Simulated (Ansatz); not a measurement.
TiTe₂:
```
TiTe2
1.0
    1.82976     1.05641     6.49775
   -1.82976     1.05641     6.49775
    0.00000    -2.11283     6.49775
Ti Te
1 2
Cartesian
  0.00000   0.00000   0.00914
  0.00000   0.00000  14.73348
  0.00000   0.00000  11.24772
```

Relaxed with LDA. Special points in fractions of this cell's reciprocal vectors: Γ (0.000, 0.000, 0.000); T (0.500, 0.500, 0.500); H2 (0.816, 0.184, 0.500); H0 (0.500, -0.184, 0.184); L (0.500, 0.000, 0.000); S0 (0.342, -0.342, 0.000); S2 (0.658, 0.000, 0.342); F (0.500, 0.000, 0.500).

Q: List the band energies nearest the Fermi level at these points for plane-wave PAW LDA (Ansatz code).

A: In eV from the Fermi level; about four levels below and three above (degenerate sets whole), none deeper than 8.9 eV; points with the same levels are listed once.

```tsv
k	below	above
Γ	-0.95 -0.95 -0.19 -0.19	0.46 1.01 2.64 2.64
T	-1.02 -1.02 -0.09 -0.09	1.26 2.80 2.80
H2	-3.69 -3.00 -2.31 -0.96	0.71 1.46 2.13
L	-1.69 -0.67 -0.30 -0.04	1.68 1.90 2.98
S0	-3.73 -2.96 -2.33 -0.97	0.72 1.44 2.16
F	-1.44 -1.37 -0.86 -0.05	1.62 1.95 2.87
```

Space group R3m. A made-up cell: these elements were put on the sites of a structure type; neither database checked (COD, Materials Project) lists it. COD files the formula under space group No. 164. Its standing as an ambient phase is unchecked. The cell was relaxed with LDA under the symmetry of its start; its stability against distortions is not shown here. The run is not spin-polarised. A crystal of weakly bound layers computed without a dispersion correction: the cell and the soft elastic constants depend strongly on that. Spin–orbit coupling is left out wherever it is not named.

Potentials: the later of the program's two PAW sets.
